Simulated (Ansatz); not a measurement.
## Y, diamond: geometry optimisation

Theory: DFT, PBEsol, plane waves (420 eV) with PAW, scalar-relativistic in Ansatz. The PAW files were generated under PBE, with cores re-solved for the functional.

k-point mesh 8×8×8, Fermi-Dirac smearing 0.1 eV, no spin polarisation. Cell and atoms relax.

Starting structure:

```yaml
crystal:
  lattice:
    - [0.0, 3.5454148505, 3.5454148505]
    - [3.5454148505, 0.0, 3.5454148505]
    - [3.5454148505, 3.5454148505, 0.0]
  atoms:
    - { symbol: "Y", position: [0.125, 0.125, 0.125] }
    - { symbol: "Y", position: [0.875, 0.875, 0.875] }
hamiltonian:
  xc: pbesol
  pseudopotentials:
    kind: paw
    azcp:
      "Y": "pseudopotentials/Y.paw.azcp"
basis:
  ecutwfc: 420
  fft_grid_basis: typed
kpoints:
  mp_grid: { grid: [8, 8, 8], shift: [0, 0, 0] }
magnetization:
  spin_polarized: false
scf:
  occupations: { method: fermi_dirac, width: 0.1 }
relax:
  max_steps: 60
  f_tol: 0.01
  cell: {}
```

Q: What cell does the relaxation end in?

A: Fd-3m with a = 6.825 Å; 39.74 Å³ per atom against 44.57 at the start (-10.8 %).

Q: How much energy does the relaxation gain?

A: 18.0 meV per atom.

Path of the relaxation (the plane waves are chosen anew near the end, which can shift the energy a little):

```tsv
step	E − E(final) (meV/atom)	V (Å³/atom)	P (GPa)	max force (eV/Å)
0	18.03	44.566	-1.07	0.000
1	7.51	42.739	-0.75	0.000
2	0.54	38.975	0.26	0.000
3	-0.06	39.736	0.00	0.000
4	0.00	39.736	0.00	0.000
```
